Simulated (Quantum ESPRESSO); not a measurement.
## Ge3Si13 (one run as intended and one with a planted mistake)

Simulated, not a measurement. The program is pw.x of Quantum ESPRESSO 7.5 (plane-wave density functional theory). The cell is made up: 16 atoms on a doubled zincblende/diamond lattice, with randomly drawn elements, strain and displacements, not relaxed. PseudoDojo standard norm-conserving files (v0.5 for PBE, v0.4.1 for LDA and PBEsol) set the functional; there is no spin polarisation, spin-orbit coupling or dispersion term, and the masses in the input are unused placeholders.

Intended input:

```
&control calculation='scf', pseudo_dir='./dojo.nc.sr.pbe.v0_5.standard.upf', outdir='./o', disk_io='low', tprnfor=.true., tstress=.true. /
&system ibrav=0, nat=16, ntyp=2, nbnd=53, ecutwfc=77.98206166, nosym=.true., tot_charge=0,
 occupations='smearing', smearing='fd', degauss=0.0018374661
/
&electrons conv_thr=7.350e-09, electron_maxstep=60, /
ATOMIC_SPECIES
Ge 1.0 Ge.upf
Si 1.0 Si.upf
CELL_PARAMETERS angstrom
5.581 0.0 0.0
0.0 5.581 0.0
0.0 0.0 11.1619
ATOMIC_POSITIONS angstrom
Ge 0.0015 0.0193 -0.0207
Si -0.0611 2.8894 2.7812
Si 2.8197 -0.0025 2.7691
Si 2.7479 2.8309 -0.0172
Si -0.0234 -0.0487 5.5563
Si -0.0432 2.8729 8.3785
Si 2.8272 0.001 8.3298
Si 2.7805 2.795 5.6258
Si 1.3525 1.3941 1.4558
Si 1.4254 4.1457 4.1971
Si 4.1723 1.3781 4.1828
Ge 4.1439 4.1957 1.3811
Ge 1.3793 1.4076 6.9764
Si 1.3461 4.1567 9.7549
Si 4.197 1.4248 9.7681
Si 4.228 4.2052 6.9121
K_POINTS automatic
4 4 2 1 1 1
```

The log is shortened where brackets say so; the opening notice, blank lines, dates and the lines on written files are dropped, and the path of the files is cut. It prints rydbergs, bohrs and kilobars, and counts compression as positive stress. Where no state is partly filled, the Fermi energy that it prints is only some level between the filled and the empty states on the mesh, and need not lie in the true gap.

Log of the intended run:

```
     Program PWSCF v.7.5
     Parallel version (MPI & OpenMP), running on       4 processor cores
     Number of MPI processes:                 4
     Threads/MPI process:                     1
     [start-up lines left out]
     bravais-lattice index     =            0
     lattice parameter (alat)  =      10.5466  a.u.
     unit-cell volume          =    2346.1662 (a.u.)^3
     number of atoms/cell      =           16
     number of atomic types    =            2
     number of electrons       =        94.00
     number of Kohn-Sham states=           53
     kinetic-energy cutoff     =      77.9821  Ry
     charge density cutoff     =     311.9282  Ry
     scf convergence threshold =      7.3E-09
     mixing beta               =       0.7000
     number of iterations used =            8  plain     mixing
     Exchange-correlation= PBE
                           (   1   4   3   4   0   0   0)
     [axes and pseudopotential details left out]
   Cartesian axes
     site n.     atom                  positions (alat units)
         1        Ge     tau(   1) = (   0.0002688   0.0034582  -0.0037090  )
         2        Si     tau(   2) = (  -0.0109479   0.5177208   0.4983336  )
         3        Si     tau(   3) = (   0.5052320  -0.0004479   0.4961656  )
         4        Si     tau(   4) = (   0.4923670   0.5072388  -0.0030819  )
         5        Si     tau(   5) = (  -0.0041928  -0.0087260   0.9955743  )
         6        Si     tau(   6) = (  -0.0077405   0.5147644   1.5012543  )
         7        Si     tau(   7) = (   0.5065759   0.0001792   1.4925282  )
         8        Si     tau(   8) = (   0.4982082   0.5008063   1.0080272  )
         9        Si     tau(   9) = (   0.2423401   0.2497939   0.2608493  )
        10        Si     tau(  10) = (   0.2554023   0.7428239   0.7520337  )
        11        Si     tau(  11) = (   0.7475900   0.2469271   0.7494714  )
        12        Ge     tau(  12) = (   0.7425013   0.7517828   0.2474646  )
        13        Ge     tau(  13) = (   0.2471421   0.2522129   1.2500269  )
        14        Si     tau(  14) = (   0.2411933   0.7447948   1.7478767  )
        15        Si     tau(  15) = (   0.7520158   0.2552948   1.7502419  )
        16        Si     tau(  16) = (   0.7575703   0.7534850   1.2385056  )
     number of k points=    16  Fermi-Dirac smearing, width (Ry)=  0.0018
                       cart. coord. in units 2pi/alat
        k(    1) = (   0.1250000   0.1250000   0.1250011), wk =   0.1250000
        k(    2) = (   0.1250000   0.1250000  -0.1250011), wk =   0.1250000
     [further k points left out]
     Dense  grid:   218275 G-vectors     FFT dimensions: (  60,  60, 120)
     Estimated max dynamical RAM per process >     449.14 MB
     Estimated total dynamical RAM >       1.60 GB
     Initial potential from superposition of free atoms
     starting charge      93.9896, renormalised to      94.0000
     Starting wfcs are   79 randomized atomic wfcs
     total cpu time spent up to now is        6.1 secs
     per-process dynamical memory:   319.8 Mb
     Self-consistent Calculation
     iteration #  1     ecut=    77.98 Ry     beta= 0.70
     Davidson diagonalization with overlap
     ethr =  1.00E-02,  avg # of iterations =  3.0
     Threshold (ethr) on eigenvalues was too large:
     Diagonalizing with lowered threshold
     Davidson diagonalization with overlap
     ethr =  3.37E-04,  avg # of iterations =  5.1
     total cpu time spent up to now is       28.4 secs
     total energy              =    -645.87926004 Ry
     estimated scf accuracy    <       0.36839431 Ry
     iteration #  2     ecut=    77.98 Ry     beta= 0.70
     Davidson diagonalization with overlap
     ethr =  3.92E-04,  avg # of iterations =  1.0
     total cpu time spent up to now is       35.3 secs
     total energy              =    -645.89015000 Ry
     estimated scf accuracy    <       0.02343173 Ry
     [iterations 3 to 11 left out]
     iteration # 12     ecut=    77.98 Ry     beta= 0.70
     Davidson diagonalization with overlap
     ethr =  7.08E-11,  avg # of iterations =  2.0
     total cpu time spent up to now is      143.6 secs
     total energy              =    -645.89484784 Ry
     estimated scf accuracy    <       0.00000002 Ry
     iteration # 13     ecut=    77.98 Ry     beta= 0.70
     Davidson diagonalization with overlap
     ethr =  2.16E-11,  avg # of iterations =  3.9
     total cpu time spent up to now is      153.9 secs
     End of self-consistent calculation
     [lines on levels left out]
     the Fermi energy is     6.6189 ev
!    total energy              =    -645.89484784 Ry
     estimated scf accuracy    <          7.8E-11 Ry
     smearing contrib. (-TS)   =      -0.00000000 Ry
     internal energy E=F+TS    =    -645.89484784 Ry
     The total energy is F=E-TS. E is the sum of the following terms:
     one-electron contribution =    -386.88288559 Ry
     hartree contribution      =     240.99334405 Ry
     xc contribution           =    -170.65045689 Ry
     ewald contribution        =    -329.35484940 Ry
     convergence has been achieved in  13 iterations
     Forces acting on atoms (cartesian axes, Ry/au):
     atom    1 type  1   force =     0.00877462    0.00858777    0.00234158
     atom    2 type  2   force =     0.02562876   -0.04975374    0.02482150
     atom    3 type  2   force =    -0.03246625    0.01427534    0.02681674
     atom    4 type  2   force =    -0.01127908   -0.03883468    0.00241743
     atom    5 type  2   force =     0.02104547    0.02048493   -0.02093493
     atom    6 type  2   force =    -0.00123964   -0.02670019   -0.00498060
     atom    7 type  2   force =    -0.00326562   -0.00911131    0.02143014
     atom    8 type  2   force =     0.01729735   -0.00561830   -0.02623688
     atom    9 type  2   force =     0.01428231    0.02337126   -0.00776913
     atom   10 type  2   force =    -0.00419029    0.01950224   -0.00907025
     atom   11 type  2   force =     0.00186763    0.01546985    0.00147242
     atom   12 type  1   force =    -0.00457248    0.00367615   -0.01458614
     atom   13 type  1   force =    -0.01435367   -0.00495428    0.01036967
     atom   14 type  2   force =     0.03284675    0.02235267   -0.01390519
     atom   15 type  2   force =    -0.02381820    0.01238190   -0.01441993
     atom   16 type  2   force =    -0.02655767   -0.00512961    0.02223357
     Total force =     0.131081     Total SCF correction =     0.000048
     Computing stress (Cartesian axis) and pressure
          total   stress  (Ry/bohr**3)                   (kbar)     P=      -25.10
  -0.00016988  -0.00000813   0.00003961          -24.99       -1.20        5.83
  -0.00000813  -0.00017499  -0.00001230           -1.20      -25.74       -1.81
   0.00003961  -0.00001230  -0.00016694            5.83       -1.81      -24.56
     init_run     :      5.75s CPU      6.02s WALL (       1 calls)
     electrons    :    146.00s CPU    147.83s WALL (       1 calls)
     forces       :      2.96s CPU      3.02s WALL (       1 calls)
     stress       :      9.31s CPU      9.61s WALL (       1 calls)
     [timing details left out]
     PWSCF        :   2m44.16s CPU   2m46.73s WALL
     JOB DONE.
```

A second run has one planted mistake: the k-point mesh is too coarse. The input lines that differ, file-writing options aside:

```
- 4 4 2 1 1 1
+ 2 2 2 1 1 1
```

Its log:

```
     Program PWSCF v.7.5
     Parallel version (MPI & OpenMP), running on       4 processor cores
     Number of MPI processes:                 4
     Threads/MPI process:                     1
     [start-up lines left out]
     bravais-lattice index     =            0
     lattice parameter (alat)  =      10.5466  a.u.
     unit-cell volume          =    2346.1662 (a.u.)^3
     number of atoms/cell      =           16
     number of atomic types    =            2
     number of electrons       =        94.00
     number of Kohn-Sham states=           53
     kinetic-energy cutoff     =      77.9821  Ry
     charge density cutoff     =     311.9282  Ry
     scf convergence threshold =      7.3E-09
     mixing beta               =       0.7000
     number of iterations used =            8  plain     mixing
     Exchange-correlation= PBE
                           (   1   4   3   4   0   0   0)
     [axes and pseudopotential details left out]
   Cartesian axes
     site n.     atom                  positions (alat units)
         1        Ge     tau(   1) = (   0.0002688   0.0034582  -0.0037090  )
         2        Si     tau(   2) = (  -0.0109479   0.5177208   0.4983336  )
         3        Si     tau(   3) = (   0.5052320  -0.0004479   0.4961656  )
         4        Si     tau(   4) = (   0.4923670   0.5072388  -0.0030819  )
         5        Si     tau(   5) = (  -0.0041928  -0.0087260   0.9955743  )
         6        Si     tau(   6) = (  -0.0077405   0.5147644   1.5012543  )
         7        Si     tau(   7) = (   0.5065759   0.0001792   1.4925282  )
         8        Si     tau(   8) = (   0.4982082   0.5008063   1.0080272  )
         9        Si     tau(   9) = (   0.2423401   0.2497939   0.2608493  )
        10        Si     tau(  10) = (   0.2554023   0.7428239   0.7520337  )
        11        Si     tau(  11) = (   0.7475900   0.2469271   0.7494714  )
        12        Ge     tau(  12) = (   0.7425013   0.7517828   0.2474646  )
        13        Ge     tau(  13) = (   0.2471421   0.2522129   1.2500269  )
        14        Si     tau(  14) = (   0.2411933   0.7447948   1.7478767  )
        15        Si     tau(  15) = (   0.7520158   0.2552948   1.7502419  )
        16        Si     tau(  16) = (   0.7575703   0.7534850   1.2385056  )
     number of k points=     4  Fermi-Dirac smearing, width (Ry)=  0.0018
                       cart. coord. in units 2pi/alat
        k(    1) = (   0.2500000   0.2500000   0.1250011), wk =   0.5000000
        k(    2) = (   0.2500000   0.2500000  -0.1250011), wk =   0.5000000
     [further k points left out]
     Dense  grid:   218275 G-vectors     FFT dimensions: (  60,  60, 120)
     Estimated max dynamical RAM per process >     360.88 MB
     Estimated total dynamical RAM >       1.25 GB
     Initial potential from superposition of free atoms
     starting charge      93.9896, renormalised to      94.0000
     Starting wfcs are   79 randomized atomic wfcs
     total cpu time spent up to now is        3.2 secs
     per-process dynamical memory:   229.0 Mb
     Self-consistent Calculation
     iteration #  1     ecut=    77.98 Ry     beta= 0.70
     Davidson diagonalization with overlap
     ethr =  1.00E-02,  avg # of iterations =  3.0
     Threshold (ethr) on eigenvalues was too large:
     Diagonalizing with lowered threshold
     Davidson diagonalization with overlap
     ethr =  3.45E-04,  avg # of iterations =  4.0
     total cpu time spent up to now is        8.7 secs
     total energy              =    -645.85476594 Ry
     estimated scf accuracy    <       0.37528025 Ry
     iteration #  2     ecut=    77.98 Ry     beta= 0.70
     Davidson diagonalization with overlap
     ethr =  3.99E-04,  avg # of iterations =  1.0
     total cpu time spent up to now is       10.6 secs
     total energy              =    -645.86582001 Ry
     estimated scf accuracy    <       0.02419789 Ry
     [iterations 3 to 11 left out]
     iteration # 12     ecut=    77.98 Ry     beta= 0.70
     Davidson diagonalization with overlap
     ethr =  8.68E-11,  avg # of iterations =  2.0
     total cpu time spent up to now is       36.3 secs
     total energy              =    -645.87072777 Ry
     estimated scf accuracy    <       0.00000003 Ry
     iteration # 13     ecut=    77.98 Ry     beta= 0.70
     Davidson diagonalization with overlap
     ethr =  2.85E-11,  avg # of iterations =  4.0
     total cpu time spent up to now is       39.8 secs
     End of self-consistent calculation
     [lines on levels left out]
     the Fermi energy is     6.8686 ev
!    total energy              =    -645.87072777 Ry
     estimated scf accuracy    <          5.6E-11 Ry
     smearing contrib. (-TS)   =      -0.00000000 Ry
     internal energy E=F+TS    =    -645.87072777 Ry
     The total energy is F=E-TS. E is the sum of the following terms:
     one-electron contribution =    -386.89565167 Ry
     hartree contribution      =     241.04347229 Ry
     xc contribution           =    -170.66369899 Ry
     ewald contribution        =    -329.35484940 Ry
     convergence has been achieved in  13 iterations
     Forces acting on atoms (cartesian axes, Ry/au):
     atom    1 type  1   force =     0.00844436    0.00833397    0.00223004
     atom    2 type  2   force =     0.02579914   -0.05056890    0.02474142
     atom    3 type  2   force =    -0.03314191    0.01450443    0.02676289
     atom    4 type  2   force =    -0.01108785   -0.03899031    0.00221436
     atom    5 type  2   force =     0.02149993    0.02073844   -0.02095464
     atom    6 type  2   force =    -0.00087896   -0.02738571   -0.00445656
     atom    7 type  2   force =    -0.00395118   -0.00884133    0.02088533
     atom    8 type  2   force =     0.01805188   -0.00526014   -0.02613335
     atom    9 type  2   force =     0.01445813    0.02355671   -0.00779657
     atom   10 type  2   force =    -0.00427743    0.02000613   -0.00891645
     atom   11 type  2   force =     0.00222477    0.01544331    0.00127891
     atom   12 type  1   force =    -0.00470688    0.00387070   -0.01419818
     atom   13 type  1   force =    -0.01444598   -0.00533438    0.01039919
     atom   14 type  2   force =     0.03298772    0.02267869   -0.01376281
     atom   15 type  2   force =    -0.02338993    0.01276739   -0.01446521
     atom   16 type  2   force =    -0.02758582   -0.00551900    0.02217162
     Total force =     0.132168     Total SCF correction =     0.000031
     Computing stress (Cartesian axis) and pressure
          total   stress  (Ry/bohr**3)                   (kbar)     P=      -24.45
  -0.00012711  -0.00000825   0.00003982          -18.70       -1.21        5.86
  -0.00000825  -0.00013225  -0.00001245           -1.21      -19.46       -1.83
   0.00003982  -0.00001245  -0.00023930            5.86       -1.83      -35.20
     init_run     :      2.93s CPU      3.09s WALL (       1 calls)
     electrons    :     36.06s CPU     36.66s WALL (       1 calls)
     forces       :      1.50s CPU      1.56s WALL (       1 calls)
     stress       :      3.13s CPU      3.22s WALL (       1 calls)
     [timing details left out]
     PWSCF        :     43.73s CPU     44.75s WALL
     JOB DONE.
```

|  | intended run | run with the mistake |
| --- | --- | --- |
| free energy (eV) | -8787.847 | -8787.519 |
| smearing term -TS (eV) | 0.0000 | 0.0000 |
| pressure (GPa) | -2.51 | -2.45 |
| largest force component (eV/Å) | 1.279 | 1.300 |
| largest change of a force component (eV/Å) |  | 0.026 |
| iterations | 13 | 13 |

For scale, a rerun of the intended cell at a cutoff of 1347 eV and k mesh 6 x 6 x 4 moved values by no more than 0.030 eV in energy, 0.03 GPa in stress and 0.002 eV/Å in force.